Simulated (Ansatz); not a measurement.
## WS2 on a mismatched substrate

Computed with DFT PBEsol+D3(BJ), scalar-relativistic, plane waves, PAW in Ansatz. Run with 420 eV cutoff, 12×12×4 k-mesh, Gaussian smearing of 0.02 eV, no spin polarisation.

Starting point, cell and atoms relaxed:

```
CELL_PARAMETERS angstrom
3.11459 0.00000 0.00000
-1.55730 2.69732 0.00000
0.00000 0.00000 11.77707
ATOMIC_POSITIONS crystal
W 0.33333 0.66667 0.74986
W 0.66667 0.33333 0.25014
S 0.33333 0.66667 0.11664
S 0.66667 0.33333 0.61636
S 0.33333 0.66667 0.38364
S 0.66667 0.33333 0.88336
```

The a-b plane is strained alike in both directions, as on a substrate, while c and the atoms relax within the symmetry that the strain leaves. Stress is positive in compression; energies are free energies at the smearing used, per atom.

Spin–orbit coupling is left out, which can shift energies with elements as heavy as these.

```tsv
strain (%)	c (Å)	σ in plane (GPa)	ΔE (meV/atom)
-3.0	11.8927	11.07	32.46
-2.0	11.8510	7.10	14.13
-1.0	11.8127	3.42	3.47
+0.0	11.7771	0.01	0.00
+1.0	11.7348	-3.14	3.27
+2.0	11.6980	-6.07	12.89
+3.0	11.6624	-8.79	28.48
```

Q: Get the biaxial modulus twice, from the stresses and from the energies of the innermost pair.

A: From stress: M = −Δσ/Δε = (3.42 − (-3.14)) / 0.020 = 328 GPa. Two in-plane directions each store σε/2, so the energy density is Mε²: M = (mean ΔE)/(V ε²) = 3.37 meV / (16.490 Å³ × 0.010²) × 0.16022 GPa Å³/meV = 328 GPa. The two agree.

Q: How well does Mε², with M from the stresses, predict the outermost points?

A: 30.4 meV predicted against 32.5 computed at -3.0 %; 30.4 meV predicted against 28.5 computed at +3.0 %. Compression costs more than stretching, the usual sign of bonds that stiffen as they shorten.

Q: How does c respond, and up to what thickness can a film with 1 % or 2 % misfit stay coherent on a thick substrate?

A: c answers with ε_c = −0.33 ε. In an isotropic solid that ratio is 2ν/(1 − ν), so ν = r/(2 + r) = 0.14. A film of thickness h stores Mε²h per area, 32.8 mJ/m² per nm at 1 %. The Matthews–Blakeslee balance for pure edge misfit dislocations, h = b/(8πf(1 + ν)) × (ln(h/b) + 1), with b taken as the in-plane vector a = 3.11 Å, solved by iteration, gives 3.8 nm at f = 1 % and 1.3 nm at 2 %. This is an isotropic estimate in which the moduli cancel; the real Burgers vector, glide system, anisotropy and slow kinetics can shift it by a factor of a few, mostly upward.